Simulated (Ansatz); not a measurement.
## K2AlPCO7: ³⁹K nuclear quadrupole resonance

Cell: a computed structure from the Materials Project (it need not be an observed phase), taken as it stands.

Space group P2_1/m (No. 11); a = 5.4047, b = 6.5192, c = 9.5011 Å, β = 90.17°.

| site | Wyckoff | site symmetry | x | y | z |
| --- | --- | --- | --- | --- | --- |
| K | 4f | 1 | 0.2441 | 0.4714 | 0.7566 |
| Al | 2e | m | 0.7657 | 0.7500 | 0.6424 |
| P | 2e | m | 0.7328 | 0.2500 | 0.5623 |
| C | 2e | m | 0.7291 | 0.7500 | 0.8910 |
| O11 | 2e | m | 0.2958 | 0.2500 | 0.9795 |
| O12 | 2e | m | 0.9400 | 0.7500 | 0.8234 |
| O13 | 2e | m | 0.5449 | 0.7500 | 0.7996 |
| O14 | 4f | 1 | 0.7629 | 0.4443 | 0.6515 |
| O16 | 2e | m | 0.0699 | 0.7500 | 0.5544 |
| O17 | 2e | m | 0.4693 | 0.2500 | 0.4978 |

One atom of each set is listed.

Method: Kohn–Sham DFT in Ansatz, PBE, plane waves and PAW, scalar-relativistic, 420 eV cutoff, Γ-centred 4×4×3 k-points, Fermi–Dirac smearing 0.02 eV.

³⁹K: I = 3/2, Q = 60.30 mb (year-2017 value). Static lattice, zero field.

(1) Predict the zero-field ³⁹K lines of each site.

(2) And for K-41 (I = 3/2, Q = 73.40 mb) on K?

Results:

(1) For I = 3/2 there is one line, ν = (|C_Q|/2)(1 + η²/3)^½.

| site | atoms | V_zz (10²¹ V/m²) | C_Q (MHz) | η | line frequencies (MHz) |
| --- | --- | --- | --- | --- | --- |
| K | 4 | -1.67 | -2.43 | 0.91 | 1.37 |

(2) C_Q scales with Q to -2.96 MHz, with lines at 1.67 MHz.

The largest force is 0.6 eV/Å, so the atoms aren't at the calculated equilibrium and relaxing them would move these values. A computed database structure should lie near equilibrium, so this entry is doubtful.
